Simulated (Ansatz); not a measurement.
AlCo (CsCl type)

```xyz
2
Lattice="2.8239 0.0000 0.0000 0.0000 2.8239 0.0000 0.0000 0.0000 2.8239" Properties=species:S:1:pos:R:3 pbc="T T T"
Al     0.0000     0.0000     0.0000
Co     1.4119     1.4119     1.4119
```

In this cell atom 2 (Co, nearest neighbour Al at 2.446 Å; its periodic images, 2.8 Å or more away, move with it) is moved by s along Cartesian [111], unit vector (0.577, 0.577, 0.577); all other atoms and the cell stay fixed.

Computed with r2SCAN (plane waves to 500 eV, PAW, scalar-relativistic; Ansatz, a program for electronic structure). k mesh 13×13×13 (Γ-centred), Fermi-Dirac smearing 0.05 eV. E stands for the smeared free energy. With partly filled bands, energies and forces of such displacements shift with the k mesh and the smearing. AlCo was relaxed with its symmetry unable to fall. Relaxed AlCo ends ferromagnetic. Other magnetic orders were not checked, so this need not be the ground state. ΔE is measured from the undisplaced structure. The last digit holds for this mesh only.

```tsv
s (Å)	ΔE (meV/cell)
-0.490	1238.5
-0.392	731.3
-0.294	withheld
-0.196	163.9
-0.098	39.9
0.000	0.0
0.098	39.9
0.196	163.9
0.294	withheld
0.392	731.3
0.490	1238.5
```

Fit an even polynomial form (powers 2, 4, 6) to the given rows and predict ΔE at s = 0.294.

Least squares on the 9 given rows: ΔE = (4113)·s² + (3941)·s⁴ + (1719)·s⁶, in meV/cell with s in Å; root-mean-square residual 0.02 meV/cell. At 0.294 the fit gives 386.1 meV/cell; the calculation gives 386.1 meV/cell, the same to the digits shown. The quadratic term alone would give 355.5 meV/cell.

(A displaced cell: forces are minus the slopes of the energy, force constants its curvatures, and phonons follow from these.)
